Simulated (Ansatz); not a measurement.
Te2Pt:
```
CELL_PARAMETERS angstrom
      4.01998     0.00000     0.00000
     -2.00999     3.48141     0.00000
      0.00000     0.00000     5.09066
ATOMIC_POSITIONS crystal
  Te 0.33333 0.66667 0.26328
  Te 0.66667 0.33333 0.73672
  Pt 0.00000 0.00000 0.00000
```

Relaxed with LDA.

Question: Give the Bader charges and basin volumes of the independent atoms, LDA (plane waves, PAW; program Ansatz).

Answer: 

```json
[
 {"atom": "Te1", "Bader charge (e)": "+0.27", "Bader volume (Å³)": "25.1"},
 {"atom": "Pt3", "Bader charge (e)": "-0.54", "Bader volume (Å³)": "21.1"}
]
```

Space group P-3m1. The cell was relaxed with LDA under the symmetry of its start. The run is not spin-polarised. A crystal of weakly bound layers computed without a dispersion correction: the cell and the soft elastic constants depend strongly on that. Spin–orbit coupling is left out wherever it is not named.

Potentials: the later of the program's two PAW sets.
